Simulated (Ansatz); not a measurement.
RbAu5 in space group P6/mmm (No. 191; Rb on 1a, Au on 2c, Au on 3g), plane-wave PAW PBE (Ansatz code), all energies at zero smearing, with the estimated change up to a 700 eV cutoff added, with one set of potentials and settings (totals compare only within such a set). Cell of 6 atoms (1 Rb, 5 Au): -69015.164 eV.

| element | reference phase | E (eV/atom) |
|---|---|---|
| Rb | Cmcm, 2 atoms in the cell | -3267.3525 |
| Au | Fm-3m, 1 atoms in the cell | -13149.3277 |

Formation energy per atom, worked out: (-69015.164 − 1×(-3267.3525) − 5×(-13149.3277))/6 = -0.196 eV/atom (-19 kJ per mol of atoms), at 0 K, without zero-point energy or fitted corrections.

The first step of the workflow began from a Materials Project structure, measured or hypothetical; the Crystallography Open Database files this formula in space group No. 191, but the cells were not matched. Its standing as an ambient phase is unchecked. Symmetry was held in the PBE relaxation; its stability against distortions is not shown here. The references are the lowest solids computed at this level, not always the standard phases. Scalar-relativistic: spin–orbit coupling is off unless named, which matters more the heavier the elements.

Potentials: the later of the program's two PAW sets.
